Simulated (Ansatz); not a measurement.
The cell below belongs to a search over invented structures; it isn't taken from experiment.

Input and command of a plane-wave DFT calculation in Ansatz:

```yaml
crystal:
  lattice:
    - [2.8279908, -2.96753912, 0.0]
    - [2.8279908, 2.96753912, 0.0]
    - [-0.070587, 0.0, 5.93628906]
  atoms:
    - { symbol: Hf, position: [0.0, 0.0, 0.0] }
    - { symbol: Hf, position: [0.5, 0.5, 0.5] }
    - { symbol: C, position: [0.3959875, 0.77444252, 0.75127913] }
    - { symbol: C, position: [0.22555748, 0.6040125, 0.24872087] }
    - { symbol: C, position: [0.6040125, 0.22555748, 0.24872087] }
    - { symbol: C, position: [0.77444252, 0.3959875, 0.75127913] }
    - { symbol: C, position: [0.0, 0.0, 0.5] }
basis:
  ecutwfc: 420
kpoints:
  mp_grid: { grid: [4, 4, 3] }
hamiltonian:
  xc: pbe
scf:
  occupations: { method: gaussian, width: 0.2 }
  lower_state_search: "off"
output:
  forces: true
  stress: true
  eigenvalues: true
relax:
  adjacent_minimum: "off"
  f_tol: 0.08
  max_steps: 16
  cell: { stress_tol: 0.8 }
```

```bash
ansatz run input.yaml --threads 1 --pin off --max-ram 2560MiB --backend cpu --events-out ev --progress --plain --runs-dir out
```

Processor: Intel(R) Xeon(R) Platinum 8259CL CPU @ 2.50GHz (Skylake/Cascade Lake), 1 thread, on a host shared with other jobs.

Task: How long does it run, and how much memory does it take?

Result: About 110 s, peak memory 0.46 GiB. It solves 44 bands at 17 k points (after reduction by symmetry) with about 1695 plane waves (on the last cell), in 121 SCF iterations over 16 ionic steps.
